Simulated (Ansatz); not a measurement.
**B: reading a single point**

```xyz
2
Lattice="0.0000 1.9604 1.9604 1.9604 0.0000 1.9604 1.9604 1.9604 0.0000" Properties=species:S:1:pos:R:3 pbc="T T T"
B     0.0000    0.0000    0.0000
B     0.9802    0.9802    0.9802
```

The numbers come from plane-wave PAW DFT (Ansatz): r2SCAN, no spin polarisation, 500 eV, 11×11×11 Γ-centred k points, methfessel-paxton occupations (width 0.0203 eV). Nothing was relaxed.

- Forces: The forces vanish by the symmetry of the sites.
- Stress: The pressure is 20.9 GPa (compression positive), so with the atoms held at these fractions the cell would first expand.
- At the Fermi level: It is a metal, with about 0.78 states/eV a cell as the mean within 0.25 eV of the Fermi level, mostly B p (94 %).

Origin: a known structure type with other elements, at an estimated volume, so it need not be a known compound. Caveats: atoms or cell far from equilibrium.
